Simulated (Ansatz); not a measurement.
Ti (Im-3m), two-dimensional strain map

All numbers below come from Ansatz, DFT PBEsol, scalar-relativistic, plane waves, PAW. Settings: plane waves to 420 eV, k-mesh 20×20×20 (Γ-centred), Gaussian smearing 0.15 eV. No spin polarisation. Energies are free energies at this smearing, counted from the undisturbed cell; pressure is positive in compression.

Reference structure (as given, not relaxed at this level; it stands at -6.7 GPa; this bcc form isn't the usual structure):

```xyz
1
Lattice="-1.6410 1.6410 1.6410 1.6410 -1.6410 1.6410 1.6410 1.6410 -1.6410" Properties=species:S:1:pos:R:3 pbc="T T T"
Ti    0.0000    0.0000    0.0000
```

The cell is strained by p along both x and y and by q along z, fractional coordinates fixed. Points are written (p, q).

Energy above the undisturbed cell in meV/atom (a dash: not computed):

| p \ q | -0.030 | -0.015 | 0.000 | 0.015 | 0.030 |
| --- | --- | --- | --- | --- | --- |
| -0.030 | ? | -24.2 | -25.1 | -23.8 | -20.4 |
| -0.015 | -24.6 | -22.1 | -17.5 | -10.8 | -2.2 |
| 0.000 | -18.3 | -10.1 | 0.0 | 11.9 | 25.4 |
| 0.015 | ? | 10.9 | 26.3 | ? | 61.4 |
| 0.030 | 21.1 | ? | 60.4 | 82.0 | 104.9 |

Fill in the withheld energies.

(-0.030, -0.030): -20.8; (0.015, -0.030): -2.7; (0.015, 0.015): 43.1; (0.030, -0.015): 40.0.